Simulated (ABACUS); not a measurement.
A self-consistent single point of Te₂Mo (P6_3/mmc, 6 atoms in the cell; from Materials Project mp-602, changed as shown) with ABACUS.

Computed with PBE, PseudoDojo 0.5 standard norm-conserving PBE (tails mended) pseudopotentials (plane waves; ABACUS).

The change in words: lattice vector c scaled by 0.99. Reference geometry (P6_3/mmc):
```
Te2Mo
1.0
    3.56565     0.00000     0.00000
   -1.78283     3.08794     0.00000
    0.00000     0.00000    14.64778
Te Mo
4 2
Cartesian
  0.00000   2.05863   9.19617
  1.78283   1.02931   5.45161
  1.78283   1.02931   1.87228
  0.00000   2.05863  12.77550
  0.00000   2.05863   3.66194
  1.78283   1.02931  10.98583
```

Reference input (self-consistent single point, DFT, PBE, plane waves, PseudoDojo 0.5 standard norm-conserving PBE (tails mended) pseudopotentials): KPT = Gamma 5 5 1 0 0 0; basis_type = pw; dft_functional = PBE; ecutwfc = 82.3 Ry; smearing_method = gaussian; smearing_sigma = 0.00367493 Ry; potentials = PseudoDojo 0.5 standard norm-conserving PBE (tails mended); symmetry = 1; symmetry_prec = 1e-05; ks_solver = dav_subspace; scf_nmax = 100; scf_thr = 1.0e-09 Ry. This run's input differs from it in these lines:

```diff
@@ -30,3 +30,3 @@
   -1.7828250000    3.0879430000    0.0000000000
-   0.0000000000    0.0000000000   14.6477800000
+   0.0000000000    0.0000000000   14.5013020000
```

Output, abridged:

```
 SELF-CONSISTENT
 -------------------------------------------
                                 init_chg = atomic

 PW ALGORITHM --------------- ION=   1  ELEC=   1--------------------------------

 Notice: Threshold on eigenvalues was too large.

 Density error is 0.356908028869
                          Error Threshold = 0.000387970430805
 E_KohnSham     -1119.3620673688     -15229.7022412754
 E_Fermi        0.9075161897         12.3473912077

 PW ALGORITHM --------------- ION=   1  ELEC=   2--------------------------------

 Density error is 3.05324938358
                          Error Threshold = 0.00038794350964
   [... lines left out ...]

 Density error is 1.56566318972e-08
                          Error Threshold = 4.43337048932e-11
 E_KohnSham     -1119.5114036553     -15231.7340656902
 E_Fermi        0.9039577216         12.2989757646

 PW ALGORITHM --------------- ION=   1  ELEC=  10--------------------------------

 Density error is 2.77641827183e-10
                          Error Threshold = 1.70180781491e-11
 E_KohnSham     -1119.5114036587     -15231.7340657366
 E_KS(sigma->0) -1119.5114036587     -15231.7340657366
 E_entropy(-TS) -0.0000000000        -0.0000000000
 E_Fermi        0.9039640111         12.2990613384
 charge density convergence is achieved
 final etot is -15231.734066 eV
 EFERMI = 12.299061338 eV

 STATE ENERGY(eV) AND OCCUPATIONS    NSPIN == 1
   [... 53 lines left out ...]

 TOTAL-FORCE (eV/Angstrom)
                       Te1         0.0000000000         0.0000000000        -0.4168622652
                       Te2         0.0000000000         0.0000000000         0.4168622652
                       Te3         0.0000000000         0.0000000000        -0.4168622652
                       Te4         0.0000000000         0.0000000000         0.4168622652
                       Mo1         0.0000000000         0.0000000000         0.0000000000
                       Mo2         0.0000000000         0.0000000000         0.0000000000

 TOTAL-STRESS (KBAR)
        10.4311915540        -0.0000000000         0.0000000000
         0.0000000000        10.4311948037         0.0000000000
        -0.0000000000         0.0000000000        37.6014764190
 TOTAL-PRESSURE: 19.487954 KBAR

 --------------------------------------------
 !FINAL_ETOT_IS -15231.7340657365930383 eV
 --------------------------------------------
```

The run converged in 10 iterations. Against the reference run the free energy goes up by 4.8 meV/atom, the pressure goes from 0.87 to 1.95 GPa and the largest force goes from 0.172 to 0.417 eV/Å.

Spin-orbit coupling is left out, which matters for bands and gaps with elements this heavy. The structure comes from a collection of computed structures, made at another level of theory; the collection holds predicted forms beside known ones.

Cost on one core: around 2.6 core-minutes (rough).

“Tails mended”: in these copies of the files the far tail of each local potential was reset to the Coulomb form.
